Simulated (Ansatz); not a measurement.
All numbers below come from DFT PBE, scalar-relativistic, plane waves, PAW (Ansatz 0.2.0). Settings: cutoff 420 eV, Γ-centred meshes spaced at most about 0.3 Å⁻¹, and about 0.25 Å⁻¹ or finer for metals (2π included), Gaussian smearing. No spin polarisation in the final relaxations.

These are static total energies at zero pressure.

Two relaxed structures of In₃SbAs₂:

A.

```xyz
6
Lattice="4.4810 0.0000 0.0000 -2.2405 3.8807 0.0000 0.0000 0.0000 10.9911" Properties=species:S:1:pos:R:3 pbc="T T T"
In    0.0000    0.0000    0.0027
In    0.0000    2.5871    7.4625
In    2.2405    1.2936    3.5166
Sb    0.0000    2.5871    4.5966
As    0.0000    0.0000    8.3078
As    2.2405    1.2936    0.8438
```

B.

```xyz
6
Lattice="6.5560 0.0000 0.0000 0.0000 3.0073 0.0000 -2.7795 0.0000 7.7948" Properties=species:S:1:pos:R:3 pbc="T T T"
In    2.3820    0.0000    5.3495
In    1.3945    0.0000    2.4453
In    0.0000    1.5036    0.0000
Sb   -1.3897    0.0000    3.8974
As    3.9682    0.0000    1.2131
As   -0.1917    0.0000    6.5817
```

Problem. Which is lower in energy, and by how much?

Solution. A is lower, by 279 meV/atom. A has Sb and As ordered on zinc blende sites, space group P3m1 (No. 156), 31.9 Å³/atom and no gap on its mesh; B has space group P2/m (No. 10), 25.6 Å³/atom and no gap. Counting As or Sb atoms around In (for each partner element, those within 1.25 times its shortest distance or 1.15 times the sum of covalent radii, where it is the nearest in units of that sum or under 1.3; the shortest distance is added where it is long for a bond; a slash parts the counts of unlike sites), A has In 4 and B has In 2/4 from 3.2 Å. B holds Sb–Sb chains (shortest 3.01 Å); in A the shortest Sb–Sb distance is 4.48 Å. The lower one is the more open, so pressure narrows the difference. In A, In on its first site is surrounded by 4 As at 2.69–2.72 Å; around Sb lie 4 In at 2.80–2.87 Å; As on its first site is surrounded by 4 In at 2.69–2.72 Å; 3 more sites not described. In B, In on a site of symmetry m is surrounded by 1 As at 2.85 Å, 5 In at 3.01–3.19 Å and 1 Sb at 3.14 Å; around Sb lie 2 As at 2.94 Å, 2 Sb at 3.01 Å and 2 In at 3.14 Å; around As lie 1 As at 2.79 Å, 1 In at 2.85 Å, 1 Sb at 2.94 Å, 2 As at 3.01 Å and 2 In at 3.23 Å; 1 more site not described. Both come from invented guesses.

These runs have no spin–orbit coupling, which can matter for Sb. The zero gap of P3m1 may come from the functional, which often closes small gaps. Cells relaxed within their symmetry can be saddle points.
